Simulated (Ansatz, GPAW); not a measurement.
Given: the input of a run of GPAW 26.7.0 (ASE script) on ScRu3. The cell comes from a database or a generator and needn't be the stable form of this composition.

File run.py:

```python
from ase import Atoms
from ase.dft.bandgap import bandgap
from ase.io import write
from ase.units import Bohr, GPa
from gpaw import GPAW, PW
from gpaw.elf import elf_from_dft_calculation

atoms = Atoms(['Ru', 'Ru', 'Ru', 'Sc'],
              cell=[[3.938437, 0.0, 0.0],
                    [0.0, 3.938437, 0.0],
                    [0.0, 0.0, 3.938437]],
              scaled_positions=[[0.5, 0.5, 0.0],
                                [0.5, 0.0, 0.5],
                                [0.0, 0.5, 0.5],
                                [0.0, 0.0, 0.0]],
              pbc=True)

calc = GPAW(mode=PW(600),
            xc='PBE',
            kpts={'size': (7, 7, 7), 'gamma': True},
            occupations={'name': 'fermi-dirac', 'width': 0.05},
            nbands=51,
            convergence={'density': 1e-05, 'energy': 1e-05},
            maxiter=150,
            txt='gpaw.txt')
atoms.calc = calc
energy = atoms.get_potential_energy()
forces = atoms.get_forces()
stress = atoms.get_stress()
calc.write('gs.gpw')
write('result.traj', atoms)
print(f'Energy: {energy:.6f} eV')
print('Forces (eV/A):')
print(forces.round(4))
print('Stress (GPa):', (stress / GPa).round(3))
print('Fermi level:', round(calc.get_fermi_level(), 4), 'eV')
print(f'Gap: {bandgap(calc)[0]:.4f} eV, direct: {bandgap(calc, direct=True)[0]:.4f} eV')

# fields on the real-space grid
write('density.cube', atoms, data=calc.get_pseudo_density() * Bohr**3)
write('potential.cube', atoms, data=calc.get_electrostatic_potential())
write('elf.cube', atoms, data=elf_from_dft_calculation(calc).data)
```

Potentials or basis: GPAW PAW data sets (gpaw-data 1.2.1), pw.

Run with:

```sh
$ OMP_NUM_THREADS=1 python run.py
```

What does the same run look like in Ansatz 0.2.0? Potentials or basis there: Ansatz PAW, cutoff 420 eV.

As run (cutoffs and basis follow the program's own potentials, and thresholds, step limits or extra output files can differ):

Contents of input.yaml:

```yaml
crystal:
  lattice:
    - [3.938437, 0.0, 0.0]
    - [0.0, 3.938437, 0.0]
    - [0.0, 0.0, 3.938437]
  atoms:
    - { symbol: Ru, position: [0.5, 0.5, 0.0] }
    - { symbol: Ru, position: [0.5, 0.0, 0.5] }
    - { symbol: Ru, position: [0.0, 0.5, 0.5] }
    - { symbol: Sc, position: [0.0, 0.0, 0.0] }
hamiltonian:
  xc: pbe
  pseudopotentials: { kind: paw }
kpoints:
  mp_grid: { grid: [7, 7, 7] }
scf:
  occupations: { method: fermi_dirac, width: 0.05 }
output:
  forces: true
  stress: true
  eigenvalues: true
```

Potentials or basis: Ansatz PAW.

Run with:

```bash
$ ansatz run input.yaml --threads 2 --pin off --max-ram 5120MiB --backend cpu --events-out ev --progress --plain --runs-dir out
```

Both were run:

|  | GPAW | Ansatz |
| --- | --- | --- |
| Pressure | -2.1 GPa | -1.7 GPa |

Ansatz's pressure holds a Pulay term of +0.06 GPa for its cutoff of 420 eV, which the other run lacks.

Where Ansatz's input types no cutoff or centring, it takes its own default and a Γ-centred mesh.

Pressure is positive in compression.
